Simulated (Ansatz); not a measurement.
# From the elastic tensor of TiRh₃ at 15 GPa (stress–strain coefficients) to moduli and sound speeds

Computed with DFT PBEsol, scalar-relativistic, plane waves, PAW in Ansatz. Plane waves to 420 eV; Γ-centred k mesh 12×12×12; Fermi-Dirac smearing of 0.15 eV. No spin polarisation.

The structure is cubic, space group Pm-3m (No. 221). Conventional cell: a = 3.737 Å, b = 3.737 Å, c = 3.737 Å, α = 90.00°, β = 90.00°, γ = 90.00°. Around Ti (site symmetry m-3m) lie 12 Rh at 2.64 Å. Rh (site symmetry 4/mmm) has 4 Ti at 2.64 Å and 8 Rh at 2.64 Å as nearest neighbours.

In a metal, frequencies and elastic constants depend on the k mesh and the smearing, soft modes and shear constants most. Other phases may be more stable at this pressure.

Relaxed-ion constants (GPa, on the Cartesian axes of the calculation):
C11 = 464.9, C12 = 257.0, C13 = 257.0, C22 = 464.9, C23 = 257.0, C33 = 464.9, C44 = 222.1, C55 = 222.1, C66 = 222.1 GPa; the others vanish.

Density 11.343 g/cm³; 4 atoms in 52.20 Å³.

The values that follow are for a polycrystal of randomly turned grains, by Hill's mean where one number stands.

With S = C⁻¹: B_V = (C11+C22+C33+2(C12+C13+C23))/9, G_V = (C11+C22+C33−C12−C13−C23+3(C44+C55+C66))/15, 1/B_R = S11+S22+S33+2(S12+S13+S23), 15/G_R = 4(S11+S22+S33−S12−S13−S23)+3(S44+S55+S66); Hill is their mean. Then v_l = √((B+4G/3)/ρ), v_t = √(G/ρ), v_m = [(2/v_t³+1/v_l³)/3]^(−1/3) and Θ = (ħ/k_B)·v_m·(6π²n/V)^(1/3) for n atoms in the volume V; E = 9BG/(3B+G), ν = (3B−2G)/(2(3B+G)) and A^U = 5G_V/G_R + B_V/B_R − 6.

* Bulk modulus, Voigt / Reuss / Hill: 326.3 / 326.3 / 326.3 GPa
* Shear modulus, Voigt / Reuss / Hill: 174.9 / 152.7 / 163.8 GPa
* Young's modulus: 421 GPa
* Poisson ratio: 0.285
* Pugh ratio B/G: 1.99
* Universal anisotropy index: 0.73
* Longitudinal and transverse sound speeds: 6930 and 3800 m/s
* Debye temperature from the mean sound speed: 536 K

Cost: 1 run of about 2.4 core-minutes, on Arm Neoverse V1 (shared hosts).